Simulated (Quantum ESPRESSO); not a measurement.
# Computed records: Sn$_{4}$IrPt$_{2}$W (simulated cell), Sn$_{4}$IrRuPt$_{2}$ (simulated cell), Sn$_{4}$RuW$_{3}$ (simulated cell), Sn$_{5}$IrPt$_{2}$ (simulated cell) and others

Computed with Quantum ESPRESSO 7.5. Calculation on a made-up metal alloy cell, not a measurement: no spin or spin-orbit, unrelaxed, 2900 K smearing, stress positive in tension, cell energy less fitted offsets; periodic Kohn-Sham density functional theory in plane waves with PseudoDojo standard norm-conserving scalar-relativistic pseudopotentials, each functional with its own files (v0.5 for PBE, v0.4.1 for LDA and PBEsol), eight atoms on drawn sites of a strained close-packed or body-centred lattice, each displaced and held fixed; the energy is the cell's free energy, ions and the entropy term -TS included, at the stated Fermi-Dirac width, less a fixed offset for each atom's element (shifted free energy); compositions with an open d shell lost a parallel starting moment in a cheaper test run, and other magnetic orders were not tried; an error bar is the largest change of its kind in a tighter rerun, never given below 0.002 eV, 0.02 GPa or 0.003 eV/angstrom, and covers cutoff and k-mesh only, not smearing or the files.

Common to all runs: functional pbe; fermi dirac smearing 0.25 eV; electrons removed 0; run command mpirun -np 4 pw.x -nk 4 -in in.

Notes on all entries: the tin pseudopotential is less sure than most, with forces differing by about three percent from a second method on plain tin; heavy elements are run without spin-orbit coupling, which real alloys of them have; a spin test at this wide smearing found no moment, but such smearing suppresses magnetism that the real alloy may have; lattice, volume and sites are drawn at random and may be unstable or far from any real phase; energies are for the whole cell, less offsets fitted to these runs, so they are not formation energies.

```yaml
- entry: 1
  formula: Sn4IrPt2W
  kind: "simulated cell"
  structure:
    cell_angstrom:
      - [2.2648, 4.3282, 2.1685]
      - [0.0993, 4.3395, -4.4589]
      - [-4.387, 4.2513, 0.0111]
    atoms_fractional:
      - [Sn, -0.01696, 0.01029, -0.02074]
      - [Sn, 0.01157, -0.00789, 0.51525]
      - [Ir, 0.00677, 0.50577, -0.00167]
      - [Sn, -0.00994, 0.47992, 0.5102]
      - [Pt, 0.4915, 0.25834, 0.24976]
      - [Sn, 0.48908, 0.24577, 0.75463]
      - [Pt, 0.50626, 0.72748, 0.25599]
      - [W, 0.51006, 0.73797, 0.76152]
  settings:
    lattice_type: "face-centred cubic"
    "cutoff [eV]": 1143
    run_processor: "Intel Xeon, older, virtual cores"
    k_mesh: "5 x 4 x 5 shifted half a step off Gamma on each axis"
    atom_site: [1, 2, 3, 4, 5, 6, 7, 8]
    "atom_energy_offset [eV]": [-2144.16, -2144.16, -3133.86, -2144.16, -3554.29, -2144.16, -3554.29, -2063.48]
  results:
    "entropy_term_negative_ts [eV]": -1.396
    "pressure [GPa]": -9.55
    "stress_xx [GPa]": 10.2
    "stress_yy [GPa]": 8.67
    "stress_zz [GPa]": 9.77
    "stress_yz [GPa]": -0.92
    "stress_xz [GPa]": 1.27
    "stress_xy [GPa]": 0.89
    force_site: [1, 2, 3, 4, 5, 6, 7, 8]
    "force_x [eV/angstrom]": [-1.727, 1.402, 0.309, 1.033, 0.346, -0.739, 0.178, -0.802]
    "force_y [eV/angstrom]": [0.908, -0.999, -0.119, 0.08, 0.061, -0.139, -0.015, 0.223]
    "force_z [eV/angstrom]": [1.231, 1.028, -0.495, -1.616, -0.176, -0.758, 0.101, 0.685]
    "shifted_free_energy [eV]": 2.627
  notes: ["error bars: energy 0.0068 eV, stress 0.08 GPa, force 0.0079 eV/Å, from a tighter rerun of this cell", "14 SCF iterations, 657 s of wall time on a shared machine"]
- entry: 2
  formula: Sn4IrRuPt2
  kind: "simulated cell"
  structure:
    cell_angstrom:
      - [2.2648, 4.3282, 2.1685]
      - [0.0993, 4.3395, -4.4589]
      - [-4.387, 4.2513, 0.0111]
    atoms_fractional:
      - [Sn, -0.01696, 0.01029, -0.02074]
      - [Sn, 0.01157, -0.00789, 0.51525]
      - [Ir, 0.00677, 0.50577, -0.00167]
      - [Sn, -0.00994, 0.47992, 0.5102]
      - [Pt, 0.4915, 0.25834, 0.24976]
      - [Sn, 0.48908, 0.24577, 0.75463]
      - [Pt, 0.50626, 0.72748, 0.25599]
      - [Ru, 0.51006, 0.73797, 0.76152]
  settings:
    lattice_type: "face-centred cubic"
    "cutoff [eV]": 1143
    run_processor: "Intel Xeon, older, virtual cores"
    k_mesh: "5 x 4 x 5 shifted half a step off Gamma on each axis"
    atom_site: [1, 2, 3, 4, 5, 6, 7, 8]
    "atom_energy_offset [eV]": [-2144.16, -2144.16, -3133.86, -2144.16, -3554.29, -2144.16, -3554.29, -2750.51]
  results:
    "entropy_term_negative_ts [eV]": -1.483
    "pressure [GPa]": -9.88
    "stress_xx [GPa]": 10.37
    "stress_yy [GPa]": 8.52
    "stress_zz [GPa]": 10.76
    "stress_yz [GPa]": -0.99
    "stress_xz [GPa]": 1.63
    "stress_xy [GPa]": 0.84
    force_site: [1, 2, 3, 4, 5, 6, 7, 8]
    "force_x [eV/angstrom]": [-1.76, 1.331, 0.07, 0.973, 0.307, -0.764, 0.14, -0.296]
    "force_y [eV/angstrom]": [0.865, -0.971, -0.065, 0.146, 0.059, -0.084, -0.038, 0.088]
    "force_z [eV/angstrom]": [1.347, 1.209, -0.193, -1.753, -0.179, -0.813, 0.1, 0.281]
    "shifted_free_energy [eV]": 2.499
  notes: ["error bars: energy 0.0068 eV, stress 0.08 GPa, force 0.0079 eV/Å, from a tighter rerun of a related cell, whose elements or sites may differ", "14 SCF iterations, 638 s of wall time on a shared machine"]
- entry: 3
  formula: Sn4RuW3
  kind: "simulated cell"
  structure:
    cell_angstrom:
      - [0.0112, -0.0583, -4.1856]
      - [4.1237, -0.0681, -0.0112]
      - [0.1361, -8.1542, -0.1166]
    atoms_fractional:
      - [Sn, -0.01507, -0.0062, -0.00129]
      - [W, 0.00982, 0.00095, 0.50251]
      - [W, 0.00515, 0.50736, 0.24936]
      - [W, -0.01202, 0.50832, 0.75146]
      - [Sn, 0.5028, 0.00491, 0.25218]
      - [Sn, 0.50727, -0.01273, 0.75404]
      - [Sn, 0.48947, 0.50402, 0.00444]
      - [Ru, 0.50089, 0.49532, 0.49759]
  settings:
    lattice_type: "face-centred cubic"
    "cutoff [eV]": 1252
    run_processor: "Intel Xeon, 2023 or later, virtual cores"
    k_mesh: "6 x 6 x 3 shifted half a step off Gamma on each axis"
    atom_site: [1, 2, 3, 4, 5, 6, 7, 8]
    "atom_energy_offset [eV]": [-2144.16, -2063.48, -2063.48, -2063.48, -2144.16, -2144.16, -2144.16, -2750.51]
  results:
    "entropy_term_negative_ts [eV]": -1.589
    "pressure [GPa]": 14.47
    "stress_xx [GPa]": -12.93
    "stress_yy [GPa]": -11.49
    "stress_zz [GPa]": -19.0
    "stress_yz [GPa]": 1.22
    "stress_xz [GPa]": -0.52
    "stress_xy [GPa]": -1.35
    force_site: [1, 2, 3, 4, 5, 6, 7, 8]
    "force_x [eV/angstrom]": [0.52, -0.074, -0.103, -0.218, -0.168, 0.817, -0.584, -0.19]
    "force_y [eV/angstrom]": [-0.153, -0.076, -1.956, 1.826, -3.381, 3.729, 0.19, -0.178]
    "force_z [eV/angstrom]": [-0.629, 0.097, 0.107, -0.355, 0.06, 0.637, 0.031, 0.053]
    "shifted_free_energy [eV]": 3.853
  notes: ["error bars: energy 0.0078 eV, stress 0.12 GPa, force 0.02 eV/Å, from a tighter rerun of this cell", "14 SCF iterations, 237 s of wall time on a shared machine"]
- entry: 4
  formula: Sn5IrPt2
  kind: "simulated cell"
  structure:
    cell_angstrom:
      - [2.2648, 4.3282, 2.1685]
      - [0.0993, 4.3395, -4.4589]
      - [-4.387, 4.2513, 0.0111]
    atoms_fractional:
      - [Sn, -0.01696, 0.01029, -0.02074]
      - [Sn, 0.01157, -0.00789, 0.51525]
      - [Ir, 0.00677, 0.50577, -0.00167]
      - [Sn, -0.00994, 0.47992, 0.5102]
      - [Pt, 0.4915, 0.25834, 0.24976]
      - [Sn, 0.48908, 0.24577, 0.75463]
      - [Pt, 0.50626, 0.72748, 0.25599]
      - [Sn, 0.51006, 0.73797, 0.76152]
  settings:
    lattice_type: "face-centred cubic"
    "cutoff [eV]": 1143
    run_processor: "Intel Xeon, older, virtual cores"
    k_mesh: "5 x 4 x 5 shifted half a step off Gamma on each axis"
    atom_site: [1, 2, 3, 4, 5, 6, 7, 8]
    "atom_energy_offset [eV]": [-2144.16, -2144.16, -3133.86, -2144.16, -3554.29, -2144.16, -3554.29, -2144.16]
  results:
    "entropy_term_negative_ts [eV]": -1.023
    "pressure [GPa]": -0.68
    "stress_xx [GPa]": 2.62
    "stress_yy [GPa]": -0.63
    "stress_zz [GPa]": 0.05926
    "stress_yz [GPa]": 0.16
    "stress_xz [GPa]": -0.56
    "stress_xy [GPa]": -0.51
    force_site: [1, 2, 3, 4, 5, 6, 7, 8]
    "force_x [eV/angstrom]": [-2.288, 2.018, 0.162, 1.768, -0.007, -0.877, 0.106, -0.881]
    "force_y [eV/angstrom]": [0.872, -1.097, -0.14, 0.239, 0.002, -0.246, 0.159, 0.213]
    "force_z [eV/angstrom]": [0.668, 0.428, -0.162, -0.856, 0.069, -0.891, 0.018, 0.728]
    "shifted_free_energy [eV]": 1.245
  notes: ["error bars: energy 0.0068 eV, stress 0.08 GPa, force 0.0079 eV/Å, from a tighter rerun of a related cell, whose elements or sites may differ", "12 SCF iterations, 600 s of wall time on a shared machine"]
- entry: 5
  formula: SnIr3RuAu3
  kind: "simulated cell"
  structure:
    cell_angstrom:
      - [4.3414, -2.5298, 0.0502]
      - [-2.9338, 0.0246, -4.7447]
      - [2.9439, 5.1455, -0.0329]
    atoms_fractional:
      - [Au, 0.00986, 0.0055, 0.00309]
      - [Sn, 0.0061, 0.01637, 0.50631]
      - [Ir, 0.0761, 0.48973, 0.36838]
      - [Ru, 0.08539, 0.5033, 0.87481]
      - [Ir, 0.48887, 0.00938, 0.2469]
      - [Au, 0.49526, 0.00485, 0.7552]
      - [Ir, 0.59257, 0.50999, 0.12097]
      - [Au, 0.57663, 0.50423, 0.63]
  settings:
    lattice_type: "hexagonal close-packed"
    "cutoff [eV]": 1143
    run_processor: "Intel Xeon, older, virtual cores"
    k_mesh: "5 x 5 x 4 shifted half a step off Gamma on each axis"
    atom_site: [1, 2, 3, 4, 5, 6, 7, 8]
    "atom_energy_offset [eV]": [-4032.82, -2144.16, -3133.86, -2750.51, -3133.86, -4032.82, -3133.86, -4032.82]
  results:
    "entropy_term_negative_ts [eV]": -1.757
    "pressure [GPa]": -11.1
    "stress_xx [GPa]": 10.76
    "stress_yy [GPa]": 12.19
    "stress_zz [GPa]": 10.35
    "stress_yz [GPa]": -1.06
    "stress_xz [GPa]": 0.45
    "stress_xy [GPa]": 0.83
    force_site: [1, 2, 3, 4, 5, 6, 7, 8]
    "force_x [eV/angstrom]": [-0.164, -0.724, -0.7, 0.513, 0.525, 0.271, -0.146, 0.426]
    "force_y [eV/angstrom]": [0.213, -0.422, -0.426, 0.748, -0.24, -0.027, 0.66, -0.507]
    "force_z [eV/angstrom]": [-0.111, 0.554, -0.613, -0.412, 0.712, 0.248, -0.191, -0.187]
    "shifted_free_energy [eV]": 2.786
  notes: ["error bars: energy 0.0071 eV, stress 0.03 GPa, force 0.01 eV/Å, from a tighter rerun of this cell", "16 SCF iterations, 448 s of wall time on a shared machine"]
- entry: 6
  formula: SnMo4Rh2Au
  kind: "simulated cell"
  structure:
    cell_angstrom:
      - [-4.0848, 0.0, 0.0]
      - [-2.0424, -4.0848, -2.0424]
      - [-2.0424, -4.0848, 6.1272]
    atoms_fractional:
      - [Rh, -0.02327, -0.01294, 0.00097]
      - [Mo, 0.03672, 0.4778, 0.5057]
      - [Au, 0.26043, 0.34758, 0.12476]
      - [Mo, 0.26753, 0.87801, 0.62067]
      - [Rh, 0.50858, 0.24037, 0.75211]
      - [Mo, 0.50629, 0.7268, 0.24901]
      - [Mo, 0.72399, 0.08808, 0.37038]
      - [Sn, 0.75004, 0.60011, 0.8723]
  settings:
    lattice_type: "face-centred cubic"
    "cutoff [eV]": 1197
    run_processor: "Intel Xeon, older, virtual cores"
    k_mesh: "6 x 5 x 3 shifted half a step off Gamma on each axis"
    atom_site: [1, 2, 3, 4, 5, 6, 7, 8]
    "atom_energy_offset [eV]": [-3191.96, -1911.95, -4032.82, -1911.95, -3191.96, -1911.95, -1911.95, -2144.16]
  results:
    "entropy_term_negative_ts [eV]": -1.75
    "pressure [GPa]": -7.28
    "stress_xx [GPa]": 7.96
    "stress_yy [GPa]": 9.31
    "stress_zz [GPa]": 4.55
    "stress_yz [GPa]": 0.79
    "stress_xz [GPa]": 1.44
    "stress_xy [GPa]": 0.73
    force_site: [1, 2, 3, 4, 5, 6, 7, 8]
    "force_x [eV/angstrom]": [-0.584, 0.345, 0.674, 0.535, 0.233, 0.126, -0.859, -0.47]
    "force_y [eV/angstrom]": [0.459, 0.31, -0.274, 0.262, 0.827, -0.881, -0.122, -0.581]
    "force_z [eV/angstrom]": [0.355, -0.666, 0.681, -0.567, -0.837, 0.581, 0.543, -0.09]
    "shifted_free_energy [eV]": -0.727
  notes: ["error bars: energy 0.0036 eV, stress 0.059 GPa, force 0.0068 eV/Å, from a tighter rerun of a related cell, whose elements or sites may differ", "17 SCF iterations, 325 s of wall time on a shared machine"]
```
